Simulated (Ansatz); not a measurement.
# Chalcopyrite alloy of ZnGeP2 and ZnGeAs2 (6 of 32 P sites exchanged), 64 atoms

Ansatz, PAW, plane waves. PBEsol relaxation of cell lengths and atoms (angles held) at the single k point (¼, ¼, ¼) without its symmetry partners; single points on the relaxed atoms at the Γ point alone, onto which points of the small cell's zone fold. Arrangement: quasirandom. No spin–orbit coupling unless named.

Relaxed structure:

```cif
data_structure
_symmetry_space_group_name_H-M 'P 1'
_symmetry_Int_Tables_number 1
_cell_length_a 10.9423
_cell_length_b 10.9220
_cell_length_c 10.7958
_cell_angle_alpha 90.001
_cell_angle_beta 90.001
_cell_angle_gamma 90.003
_cell_volume 1290.23
loop_
_atom_site_label
_atom_site_type_symbol
_atom_site_fract_x
_atom_site_fract_y
_atom_site_fract_z
_atom_site_occupancy
Zn1 Zn 0.99919 0.99905 0.99967 1
Zn2 Zn 0.00461 0.49427 0.00537 1
Zn3 Zn 0.49829 0.01025 0.00030 1
Zn4 Zn 0.49941 0.50135 0.01052 1
Zn5 Zn 0.00048 0.24889 0.25146 1
Zn6 Zn 0.99952 0.74963 0.25148 1
Zn7 Zn 0.50514 0.25410 0.24557 1
Zn8 Zn 0.50426 0.74542 0.25673 1
Zn9 Zn 0.25000 0.99822 0.74879 1
Zn10 Zn 0.24350 0.49373 0.74254 1
Zn11 Zn 0.75625 0.00434 0.74482 1
Zn12 Zn 0.74924 0.49957 0.73833 1
Zn13 Zn 0.24298 0.25494 0.50455 1
Zn14 Zn 0.24978 0.75103 0.49777 1
Zn15 Zn 0.74895 0.24979 0.49916 1
Zn16 Zn 0.75118 0.75083 0.49867 1
Ge1 Ge 0.00042 0.00102 0.49910 1
Ge2 Ge 0.00020 0.50148 0.49855 1
Ge3 Ge 0.50300 0.99881 0.50142 1
Ge4 Ge 0.50011 0.49933 0.49825 1
Ge5 Ge 0.24496 0.00201 0.25015 1
Ge6 Ge 0.24959 0.50111 0.25021 1
Ge7 Ge 0.75140 0.00064 0.25088 1
Ge8 Ge 0.75257 0.50003 0.25125 1
Ge9 Ge 0.24970 0.24995 0.99879 1
Ge10 Ge 0.24510 0.74974 0.99834 1
Ge11 Ge 0.75554 0.24837 0.00193 1
Ge12 Ge 0.75136 0.75075 0.00511 1
Ge13 Ge 0.99973 0.24998 0.75061 1
Ge14 Ge 0.00323 0.75326 0.74686 1
Ge15 Ge 0.49743 0.24829 0.74730 1
Ge16 Ge 0.50012 0.74972 0.74448 1
P1 P 0.12351 0.12563 0.12285 1
P2 P 0.12426 0.62494 0.12597 1
P3 P 0.62948 0.12593 0.12494 1
P4 P 0.62842 0.62480 0.12887 1
P5 P 0.12265 0.12460 0.62631 1
P6 P 0.12423 0.62592 0.62190 1
P7 P 0.62411 0.12534 0.62463 1
P8 P 0.62317 0.62583 0.61953 1
P9 P 0.37121 0.37429 0.12619 1
P10 P 0.87565 0.37347 0.12798 1
P11 P 0.87512 0.87542 0.12738 1
P12 P 0.37433 0.62249 0.37584 1
P13 P 0.87480 0.12439 0.37569 1
P14 P 0.87510 0.62424 0.37528 1
P15 P 0.12344 0.37762 0.37397 1
P16 P 0.12315 0.87661 0.37444 1
P17 P 0.62607 0.37656 0.37390 1
P18 P 0.62686 0.87647 0.37518 1
P19 P 0.12460 0.37256 0.87439 1
P20 P 0.12414 0.87563 0.87403 1
P21 P 0.37633 0.37434 0.62254 1
P22 P 0.37603 0.87457 0.62225 1
P23 P 0.87775 0.37336 0.62144 1
P24 P 0.87757 0.87538 0.62197 1
P25 P 0.37195 0.12634 0.87204 1
P26 P 0.87686 0.12530 0.87455 1
As1 As 0.37585 0.87428 0.12642 1
As2 As 0.37456 0.12971 0.37636 1
As3 As 0.62518 0.37645 0.87572 1
As4 As 0.62578 0.87887 0.87415 1
As5 As 0.37218 0.61966 0.87162 1
As6 As 0.87650 0.62143 0.87386 1
```

Question: What are the mean bond lengths by pair (pairs within 1.2 times the sum of covalent radii, less contacts 15 % beyond the pair's median; cation–cation pairs of compounds aside; long ionic contacts are cut short by that bound)?

Answer: As–Ge 2.416 ± 0.006 Å (standard deviation, 12 bonds); As–Zn 2.422 ± 0.006 Å (standard deviation, 12 bonds); Ge–P 2.340 ± 0.006 Å (standard deviation, 52 bonds); P–Zn 2.347 ± 0.008 Å (standard deviation, 52 bonds).

Question: What gap lies between the top filled and the lowest empty level in the single points?

Answer: HSE06 1.86 eV (22 s on NVIDIA GB200).
